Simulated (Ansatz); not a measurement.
These are results of DFT PBE, scalar-relativistic, plane waves, PAW in Ansatz, not measurements. Settings: cutoff 420 eV, Γ-centred meshes spaced at most about 0.3 Å⁻¹, and about 0.25 Å⁻¹ or finer for metals (2π included), Gaussian smearing. Collinear spin in cells that started with moments and kept them past the coarse steps, no spin elsewhere.

These are static total energies at zero pressure.

Two relaxed structures of AlCoC₄N₄:

1. (site moments Co 1.8 μB) Space group P-43m (No. 215), cubic, a = 5.815 Å. Al has 4 C at 1.97 Å; Co is surrounded by 4 N at 1.90 Å; C is surrounded by 1 N at 1.17 Å and 1 Al at 1.97 Å; around N lie 1 C at 1.17 Å and 1 Co at 1.90 Å.

2. (site moments Co 1.4 μB) Space group P-43m (No. 215), cubic, a = 5.652 Å. Al has 4 N at 1.84 Å; Co is surrounded by 4 C at 1.87 Å; C is surrounded by 1 N at 1.18 Å and 1 Co at 1.87 Å; around N lie 1 C at 1.18 Å and 1 Al at 1.84 Å.

Question: Which arrangement of the elements on these sites is preferred, and by what margin?

Answer: Cell 2 is lower, by 182 meV/atom. The two share one framework of sites and differ in which element sits where. Cell 1 has space group P-43m (No. 215), 19.7 Å³/atom and no gap on its mesh; cell 2 has space group P-43m (No. 215), 18.1 Å³/atom and no gap. The shortest distance is 1.17 Å (C–N) in cell 1 and 1.18 Å (C–N) in cell 2. The denser one is the lower, and pressure would at first widen the difference. Even the lower one lies +0.10 eV/atom against the reference forms of the elements (uncorrected), a margin that errors in the energy of the gaseous reference can exceed. Both come from invented guesses.

In such compounds of Co a zero gap at this level may well be an artefact, since no Hubbard U is applied. The magnetic state reached may not be the lowest. Cells relaxed within their symmetry can be saddle points.
